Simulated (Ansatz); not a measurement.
# LiGa: stiffness from a series of strains

```yaml
crystal:
  lattice:
    - [0.00000, 3.08450, 3.08450]
    - [3.08450, 0.00000, 3.08450]
    - [3.08450, 3.08450, 0.00000]
  atoms:
    - { symbol: Li, position: [0.00000, 0.00000, 0.00000] }
    - { symbol: Li, position: [0.25000, 0.25000, 0.25000] }
    - { symbol: Ga, position: [0.50000, 0.50000, 0.50000] }
    - { symbol: Ga, position: [0.75000, 0.75000, 0.75000] }
```

Atom numbers follow the list: Li1, Li2, Ga3, Ga4.

The cell is COD entry 1540165, as deposited and not checked against the literature; nothing was relaxed.

Method: DFT, PBEsol, all-electron LAPW, scalar-relativistic in Ansatz 0.2.0.

The runs use a Γ-centred 12×12×12 k mesh, Fermi–Dirac smearing of 0.05 eV, basis error target 0.5 meV/atom, no spin polarisation.

The strain is applied along the Cartesian axes of the cell as listed (the other components stay zero). Fractional coordinates are held (clamped ions).

σ is the change of stress from the unstrained cell, which is at -0.29 GPa; tension is positive, so slopes are stress–strain coefficients at that pressure. In a metal the k mesh adds noise.

Only quantities that a quadratic follows smoothly over the whole series are listed; rougher ones are left out.

```csv
εzz,σzz (GPa),σxx (GPa)
-0.0200,-1.31,-0.81
0.0000,0.00,0.00
0.0100,0.61,0.36
0.0200,1.24,0.67
```

Problem. Fit the series and read off the stiffness at zero strain.

Solution. Least-squares fits y = p0 + p1 x + p2 x² to the rows give σzz (GPa): p1 = 63.6, p2 = -70; σxx (GPa): p1 = 37.1, p2 = -180. So C11 = 64 GPa and C12 = 37 GPa, which gives B = (C11 + 2 C12)/3 = 46 GPa.

Problem. One run, at εzz = -0.0100, is withheld. Predict its row.

Solution. The fits give -0.65, -0.39; the run gave -0.62, -0.40.
